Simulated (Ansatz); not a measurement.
From the elastic tensor of BePd to moduli and sound speeds

All numbers below come from DFT LDA, scalar-relativistic, plane waves, PAW (Ansatz). Settings: 420 eV plane-wave cutoff, Γ-centred 14×14×14 mesh, Fermi-Dirac smearing of 0.15 eV. No spin polarisation.

It takes space group Pm-3m (No. 221, cubic). Conventional cell: a = 2.774 Å, b = 2.774 Å, c = 2.774 Å, α = 90.00°, β = 90.00°, γ = 90.00°. Be (site symmetry m-3m) is surrounded by 8 Pd at 2.40 Å. Around Pd (site symmetry m-3m) lie 8 Be at 2.40 Å.

In a metal, frequencies and elastic constants depend on the k mesh and the smearing, soft modes and shear constants most.

Relaxed-ion constants (GPa, on the Cartesian axes of the calculation):
```
266.0 175.2 175.2   0.0   0.0   0.0
175.2 266.0 175.2   0.0   0.0   0.0
175.2 175.2 266.0   0.0   0.0   0.0
  0.0   0.0   0.0  91.8   0.0   0.0
  0.0   0.0   0.0   0.0  91.8   0.0
  0.0   0.0   0.0   0.0   0.0  91.8
```

Density 8.984 g/cm³; 2 atoms in 21.34 Å³.

The values that follow are for a polycrystal of randomly turned grains, by Hill's mean where one number stands.

With S = C⁻¹: B_V = (C11+C22+C33+2(C12+C13+C23))/9, G_V = (C11+C22+C33−C12−C13−C23+3(C44+C55+C66))/15, 1/B_R = S11+S22+S33+2(S12+S13+S23), 15/G_R = 4(S11+S22+S33−S12−S13−S23)+3(S44+S55+S66); Hill is their mean. Then v_l = √((B+4G/3)/ρ), v_t = √(G/ρ), v_m = [(2/v_t³+1/v_l³)/3]^(−1/3) and Θ = (ħ/k_B)·v_m·(6π²n/V)^(1/3) for n atoms in the volume V; E = 9BG/(3B+G), ν = (3B−2G)/(2(3B+G)) and A^U = 5G_V/G_R + B_V/B_R − 6.

- Bulk modulus, Voigt / Reuss / Hill: 205.5 / 205.5 / 205.5 GPa
- Shear modulus, Voigt / Reuss / Hill: 73.2 / 65.2 / 69.2 GPa
- Young's modulus: 187 GPa
- Poisson ratio: 0.349
- Pugh ratio B/G: 2.97 (over 1.75, the rule of thumb for ductile)
- Universal anisotropy index: 0.62
- Longitudinal and transverse sound speeds: 5757 and 2775 m/s
- Debye temperature from the mean sound speed: 422 K

Cost: 1 run of about 0.67 core-minutes, on Arm Neoverse V2 (shared hosts).